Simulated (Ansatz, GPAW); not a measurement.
Given: the input of a run of GPAW 26.7.0 (ASE script) on Ba2Tl5V3O12. The cell comes from a database or a generator and needn't be the stable form of this composition.

File run.py:

```python
from ase import Atoms
from ase.dft.bandgap import bandgap
from ase.io import write
from ase.units import GPa
from gpaw import GPAW, PW

atoms = Atoms(['Ba', 'Ba', 'V', 'V', 'V', 'Tl', 'Tl', 'Tl', 'Tl', 'Tl', 'O', 'O', 'O', 'O', 'O', 'O', 'O', 'O', 'O', 'O', 'O', 'O'],
              cell=[[8.1542142777, 0.0, 0.0],
                    [-4.0771071389, 7.0617567124, 0.0],
                    [0.0, 0.0, 6.92128]],
              scaled_positions=[[0.0, 0.0, 0.23552],
                                [0.0, 0.0, 0.76448],
                                [0.5, 0.0, 0.0],
                                [0.0, 0.5, 0.0],
                                [0.5, 0.5, 0.0],
                                [0.5, 0.0, 0.5],
                                [0.0, 0.5, 0.5],
                                [0.5, 0.5, 0.5],
                                [0.3333333333, 0.6666666667, 0.22489],
                                [0.6666666667, 0.3333333333, 0.77511],
                                [0.3389, 0.34334, 0.81444],
                                [0.65666, 0.99556, 0.81444],
                                [0.00444, 0.6611, 0.81444],
                                [0.34334, 0.3389, 0.18556],
                                [0.99556, 0.65666, 0.18556],
                                [0.6611, 0.00444, 0.18556],
                                [0.6611, 0.65666, 0.18556],
                                [0.34334, 0.00444, 0.18556],
                                [0.99556, 0.3389, 0.18556],
                                [0.65666, 0.6611, 0.81444],
                                [0.00444, 0.34334, 0.81444],
                                [0.3389, 0.99556, 0.81444]],
              pbc=True)
atoms.set_initial_magnetic_moments([0.0, 0.0, 2.0, 2.0, 2.0, 0.0, 0.0, 0.0, 0.0, 0.0, 0.0, 0.0, 0.0, 0.0, 0.0, 0.0, 0.0, 0.0, 0.0, 0.0, 0.0, 0.0])

calc = GPAW(mode=PW(800),
            xc='PBE',
            kpts={'size': (2, 2, 2), 'gamma': True},
            occupations={'name': 'fermi-dirac', 'width': 0.05},
            nbands=153,
            convergence={'density': 1e-05, 'energy': 1e-05},
            maxiter=150,
            txt='gpaw.txt')
atoms.calc = calc
energy = atoms.get_potential_energy()
forces = atoms.get_forces()
stress = atoms.get_stress()
calc.write('gs.gpw')
write('result.traj', atoms)
print(f'Energy: {energy:.6f} eV')
print('Forces (eV/A):')
print(forces.round(4))
print('Stress (GPa):', (stress / GPa).round(3))
print('Moments:', calc.get_magnetic_moments().round(3))
print('Fermi level:', round(calc.get_fermi_level(), 4), 'eV')
print(f'Gap: {bandgap(calc)[0]:.4f} eV, direct: {bandgap(calc, direct=True)[0]:.4f} eV')
```

Potentials or basis: GPAW PAW data sets (gpaw-data 1.2.1), pw.

Command:

```console
$ OMP_NUM_THREADS=1 python run.py
```

Problem. Set up the same calculation for Ansatz 0.2.0. Potentials or basis there: all-electron LAPW, scalar-relativistic.

Solution. As run (cutoffs and basis follow the program's own potentials, and thresholds, step limits or extra output files can differ):

File input.yaml:

```yaml
crystal:
  lattice:
    - [8.15421, 0.0, 0.0]
    - [-4.07711, 7.06176, 0.0]
    - [0.0, 0.0, 6.92128]
  atoms:
    - { symbol: Ba, position: [0.0, 0.0, 0.23552] }
    - { symbol: Ba, position: [0.0, 0.0, 0.76448] }
    - { symbol: V, position: [0.5, 0.0, 0.0], spin: 2.0 }
    - { symbol: V, position: [0.0, 0.5, 0.0], spin: 2.0 }
    - { symbol: V, position: [0.5, 0.5, 0.0], spin: 2.0 }
    - { symbol: Tl, position: [0.5, 0.0, 0.5] }
    - { symbol: Tl, position: [0.0, 0.5, 0.5] }
    - { symbol: Tl, position: [0.5, 0.5, 0.5] }
    - { symbol: Tl, position: [0.33333, 0.66667, 0.22489] }
    - { symbol: Tl, position: [0.66667, 0.33333, 0.77511] }
    - { symbol: O, position: [0.3389, 0.34334, 0.81444] }
    - { symbol: O, position: [0.65666, 0.99556, 0.81444] }
    - { symbol: O, position: [0.00444, 0.6611, 0.81444] }
    - { symbol: O, position: [0.34334, 0.3389, 0.18556] }
    - { symbol: O, position: [0.99556, 0.65666, 0.18556] }
    - { symbol: O, position: [0.6611, 0.00444, 0.18556] }
    - { symbol: O, position: [0.6611, 0.65666, 0.18556] }
    - { symbol: O, position: [0.34334, 0.00444, 0.18556] }
    - { symbol: O, position: [0.99556, 0.3389, 0.18556] }
    - { symbol: O, position: [0.65666, 0.6611, 0.81444] }
    - { symbol: O, position: [0.00444, 0.34334, 0.81444] }
    - { symbol: O, position: [0.3389, 0.99556, 0.81444] }
kpoints:
  mp_grid: { grid: [2, 2, 2] }
scf:
  occupations: { method: fermi_dirac, width: 0.05 }
hamiltonian:
  xc: pbe
  pseudopotentials: { kind: all_electron, lapw: { basis_error: 0.003 } }
magnetization:
  spin_polarized: true
output:
  forces: true
  stress: true
  eigenvalues: true
```

Potentials or basis: all-electron LAPW, scalar-relativistic.

The run is started by

```bash
$ ansatz run input.yaml --threads 8 --pin off --max-ram 30720MiB --backend cpu --events-out ev --progress --plain --runs-dir out
```

Both were run:

|  | GPAW | Ansatz |
| --- | --- | --- |
| Pressure | 0.4 GPa | -0.2 GPa |
| Net moment | 0.00 μB per cell | 0.00 μB per cell |

Where Ansatz's input types no cutoff or centring, it takes its own default and a Γ-centred mesh.

The magnetic state is the one that the start led to; the real crystal's order can differ.

Pressure is positive in compression.

The k mesh is coarse, so the values aren't converged.
